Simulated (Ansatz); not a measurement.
Sb:
```xyz
2
Lattice="0.0000 3.4729 3.4729 3.4729 0.0000 3.4729 3.4729 3.4729 0.0000" Properties=species:S:1:pos:R:3 pbc="T T T"
Sb     0.0000     0.0000     0.0000
Sb     1.7365     1.7365     1.7365
```

Relaxed with r²SCAN.

**Question.** Map the electron localisation function on the plane through (0.000, 0.000, 0.000) spanned by u = [1, 0, 0] and v = [-1, 1, 1] in lattice vectors, from r²SCAN (plane waves, PAW; program Ansatz).

**Answer.** x is the fraction of u, y of v (the angle between them is 90°; rows are the nearest grid lines); atoms in the plane: Sb at (0.00, 0.00), Sb at (0.50, 0.25).
```
y \ x   0.000  0.0800  0.200  0.280  0.360  0.440  0.560  0.640  0.720  0.800  0.920   1.00
------  -----  ------  -----  -----  -----  -----  -----  -----  -----  -----  -----  -----
1.00    0.208   0.060  0.428  0.515  0.339  0.287  0.287  0.339  0.515  0.428  0.060  0.208
0.914   0.179   0.286  0.483  0.486  0.217  0.073  0.073  0.217  0.486  0.482  0.286  0.179
0.857   0.425   0.451  0.519  0.369  0.130  0.036  0.036  0.130  0.369  0.519  0.452  0.425
0.771   0.410   0.379  0.216  0.094  0.034  0.015  0.015  0.034  0.094  0.216  0.379  0.410
0.686   0.082   0.073  0.039  0.023  0.017  0.016  0.016  0.017  0.023  0.039  0.073  0.082
0.629   0.033   0.029  0.020  0.019  0.023  0.028  0.028  0.023  0.019  0.020  0.029  0.033
0.543   0.014   0.015  0.026  0.049  0.086  0.119  0.119  0.086  0.049  0.026  0.015  0.014
0.457   0.014   0.022  0.113  0.270  0.416  0.481  0.481  0.416  0.270  0.113  0.022  0.014
0.371   0.033   0.061  0.365  0.524  0.463  0.395  0.395  0.464  0.524  0.365  0.061  0.033
0.314   0.082   0.116  0.454  0.488  0.370  0.134  0.135  0.370  0.488  0.454  0.116  0.082
0.229   0.410   0.380  0.497  0.468  0.265  0.045  0.046  0.265  0.469  0.497  0.380  0.410
0.143   0.425   0.454  0.584  0.583  0.446  0.338  0.338  0.446  0.583  0.584  0.453  0.425
0.0857  0.179   0.272  0.517  0.578  0.543  0.486  0.486  0.543  0.578  0.517  0.272  0.179
0.000   0.208   0.060  0.428  0.515  0.339  0.287  0.287  0.339  0.515  0.428  0.060  0.208
```

The density is the valence pseudo-density with augmentation charge, so density and ELF within about 1 Å of a nucleus are not all-electron values.

Space group Fd-3m (diamond). The start of the workflow was typed in or built on a structure type; neither database checked (COD, Materials Project) lists it. It is not the phase usual at ambient conditions (space group No. 166). The cell was relaxed with r²SCAN under the symmetry of its start. At this level the phase is mechanically unstable. Spin–orbit coupling is left out wherever it is not named.

Potentials: the earlier of the program's two PAW sets.
